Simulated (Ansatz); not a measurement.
input.yaml (Ansatz)

```yaml
crystal:
  lattice:
    - [3.0437040583, 0.0, 0.0]
    - [0.0, 3.0437040583, 0.0]
    - [0.0, 0.0, 3.0437040583]
  atoms:
    - { symbol: In, position: [0.0, 0.0, 0.0] }
hamiltonian:
  xc: r2scan
  pseudopotentials:
    kind: paw_fr
    azcp:
      In: "pseudopotentials/In.paw.azcp"
basis:
  ecutwfc: 500
  fft_grid_basis: typed
kpoints:
  mp_grid: { grid: [10, 10, 10], shift: [0, 0, 0] }
magnetization:
  noncollinear: true
  spin_orbit: true
scf:
  occupations: { method: fermi_dirac, width: 0.1 }
```

Output

```
Engine: ansatz 0.2.0, x86_64-unknown-linux-gnu
Pseudopotentials: kind: paw_fr
Pseudopotential: In, paw_fr, valence charge 13, recommended cutoff 500 eV (meta_gga) 
Functional definition: r2SCAN
  parameter k0 = 0.174
  parameter k1 = 0.065
  parameter a1 = 4.9479
  exchange = r2scan_x(k0 = k0, k1 = k1, a1 = a1)
  correlation = r2scan_c
non-collinear run that drives no moment, with spin-orbit: no starting moment large enough to seed its density (crystal.atoms[].spin), no starting occupations that ask for one, no magnetisation constraint and no magnetic field, so the semilocal B_xc is pinned to zero
Crystal: 1 atoms, lattice volume = 28.197 Å³
Basis set: ecut = 500 eV, 739 PW (Γ), exchange–correlation on 96×96×96 points (64 copies of the dense FFT grid, shifted against one another)
Bands: 22, of which v1, the nominal top of the filled ones, is band 13 counted from 1 (12 counted from 0)
Symmetry: 48 space group operations + 48 with time reversal
Magnetic group: BNS 221.93 (UNI 1595), of the structure as read, at distance tolerance 3.0e-5 Å
k-points: 56 of 1000
Projection manifold: j_resolved (fully-relativistic pseudo-atomic orbitals)
Non-local potential: In, projectors of the file, l = 0: 2, l = 1: 4, l = 2: 4, l = 3: 4
PAW form: soft (Blöchl's): semilocal exchange-correlation on the pseudo side does not see the compensation charge
PAW frozen core: In, regenerated for the run's functional (the file was generated under x = pbe(κ = 0.804, μ = 0.2195149727645171), c = pbe(β = 0.06672455060314922))
PAW one-centre angular grid: In, 590 points (default); XC on 281 of its mesh's 2783 points in the sphere
Initial density: superposition of atomic densities (chi_scale 0.1, normalization cell)
Initial wavefunctions: pseudopotential atomic-orbital guess
Functional: x = r2scan, c = r2scan; τ floored in thin density (d = 2e-4 eV/Å³)
iter 1 solved again at ethr=3.28e-4 eV; its pass at ethr=3.10e-3 eV (dr2=4.26e-2 eV) is discarded
SCF iter   1: F=—  HF=-5602.134697 eV  |F-HF|=—  |Δ(HF+E_count)|=         —  Δρ=1.45e-2  dr2=4.80e-2  dr2_τ=4.79e-4  dr2_m=0.00e0 (ungated)  ethr=3.28e-4  |M|=0.00e0 ∫|m|=0.00e0 μB  |m|>n=0.0e0 m-floor=0.0e0 τ_xc=0.0e0  β_m=0.30  ⟨swp⟩=1.4  Hψ=4849  notcnv=0
eigensolver tolerance schedule calibrated: the retry pair's looser diagonalisation under-reported the residual by θ = 0.11 (0.12/decade); ethr = c·dr2/N_el runs at the constant in force after the calibration composes with the one it found (an armed cap, an earlier calibration), c = 7.4e-2
SCF iter   2: F=—  HF=-5602.154419 eV  |F-HF|=—  |Δ(HF+E_count)|=   1.97e-2  Δρ=1.21e-2  dr2=2.88e-2  dr2_τ=1.70e-4  dr2_m=0.00e0 (ungated)  ethr=2.75e-4  |M|=0.00e0 ∫|m|=0.00e0 μB  |m|>n=0.0e0 m-floor=0.0e0 τ_xc=0.0e0  β_m=0.65  ⟨swp⟩=3.0  Hψ=1034  notcnv=0
SCF iter   3: F=—  HF=-5602.169758 eV  |F-HF|=—  |Δ(HF+E_count)|=   1.53e-2  Δρ=1.56e-3  dr2=9.71e-4  dr2_τ=1.27e-5  dr2_m=0.00e0 (ungated)  ethr=1.65e-4  |M|=0.00e0 ∫|m|=0.00e0 μB  |m|>n=0.0e0 m-floor=0.0e0 τ_xc=0.0e0  β_m=0.66  ⟨swp⟩=2.5  Hψ=1227  notcnv=0  defer=54
SCF iter   4: F=—  HF=-5602.169878 eV  |F-HF|=—  |Δ(HF+E_count)|=   1.19e-4  Δρ=3.59e-4  dr2=2.86e-5  dr2_τ=3.44e-7  dr2_m=0.00e0 (ungated)  ethr=5.56e-6  |M|=0.00e0 ∫|m|=0.00e0 μB  |m|>n=0.0e0 m-floor=0.0e0 τ_xc=0.0e0  β_m=0.78  ⟨swp⟩=2.0  Hψ=954  notcnv=0  defer=54
SCF iter   5: F=—  HF=-5602.169902 eV  |F-HF|=—  |Δ(HF+E_count)|=   2.39e-5  Δρ=8.02e-5  dr2=9.29e-7  dr2_τ=1.35e-8  dr2_m=0.00e0 (ungated)  ethr=1.64e-7  |M|=0.00e0 ∫|m|=0.00e0 μB  |m|>n=0.0e0 m-floor=0.0e0 τ_xc=0.0e0  β_m=0.81  ⟨swp⟩=2.0  Hψ=950  notcnv=0  defer=54
SCF iter   6: F=-5602.169904 eV  HF=-5602.169904 eV  |F-HF|=7.84e-8  |Δ(HF+E_count)|=   2.69e-6  Δρ=1.34e-5  dr2=2.89e-8  dr2_τ=2.60e-10  dr2_m=0.00e0 (ungated)  ethr=5.73e-10  |M|=0.00e0 ∫|m|=0.00e0 μB  |m|>n=0.0e0 m-floor=0.0e0 τ_xc=0.0e0  ⟨swp⟩=3.2  Hψ=1307  notcnv=0
SCF 1 converged in 6 iterations: F = -5602.169904 eV  dr2 = 2.89e-8
SCF converged after 6 iterations
Magnetization: |M| = 0.0000 μB,  M = (+0.0000, +0.0000, +0.0000) μB
Absolute magnetization: 0.0000 μB (∫|m|)
  site 0: m = (+0.0000, +0.0000, +0.0000) μB, |m| = 0.0000 μB  (R = 1.26 Å)
Free energy (F): -5602.169904 eV
Harris-Foulkes:  -5602.169904 eV  (|F-HF|=7.84e-8)
Internal energy: -5602.153938 eV  (E = F + TS)
E sigma→0 (E₀):  -5602.161921 eV
Entropy (-TS):   -0.015966 eV (-15.966 meV/atom)
Fermi energy:    8.976166 eV
--- Per-component energies (eV) ---
  E_band       = -45.633079
  E_kinetic    = 241.556943
  E_local      = -1161.114489  (includes V_loc(G=0)·N_el)
  E_nonlocal   = 366.437999
  E_hartree    = 458.042982
  E_xc         = -201.449895
  E_vxc        = -107.499527  (∫ρ·V_xc dr)
  E_paw        = -4172.346045  (= ΣΔE_a)
  E_vpaw       = -308.748934  (= ΣTr[D̂ρ^β])
  E_aug_tail   = 0.000008  (compensation charges beyond the density's cutoff)
  E_vtau       = 7.649130  (kinetic-family band-sum trace: ∫τ·v_τ [+ j·A + Jᵃ·Aᵃ] dr)
  E_ewald      = -1134.255667
  E_core_change = 0.974225  (= ΣΔE_core)
  E_smearing   = -0.015966  (= −TS)
  E_closure    = -0.000000  (closes the sum)
  Σ components = -5602.169904   (vs F -5602.169904, Δ=0.00e0)
```

Launched by

```sh
ansatz run input.yaml --threads 1 --pin off --max-ram 3584MiB --backend cpu --events-out ev --progress --plain --runs-dir out
```

On 1 thread of Intel(R) Xeon(R) Platinum 8259CL CPU @ 2.50GHz (Skylake/Cascade Lake) (shared host) this took about 14 s of wall time and 14 s of CPU time.
